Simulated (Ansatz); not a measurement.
Here is the system:

GaN:
```
CELL_PARAMETERS angstrom
     -1.42642     1.42642     2.46910
      1.42642    -1.42642     2.46910
      1.42642     1.42642    -2.46910
ATOMIC_POSITIONS crystal
  Ga 0.75625 0.75625 0.00000
  N  0.35875 0.35875 0.00000
```

This is the r²SCAN-relaxed structure.

Q: All from r²SCAN in the plane-wave PAW code Ansatz, unless another level is named. Estimate the highest zone-centre frequency (without LO–TO term).

A: 484 cm⁻¹.

Q: Predict the Young's modulus.

A: 267 GPa.

Space group I4mm. The workflow started from a Materials Project entry (that database holds measured and hypothetical structures alike); the Crystallography Open Database copy checked does not list it. It is not the phase usual at ambient conditions (space group No. 186, 216). Symmetry was held in the r²SCAN relaxation; whether a distortion lowers the energy is not shown.

Potentials: the later of the program's two PAW sets.
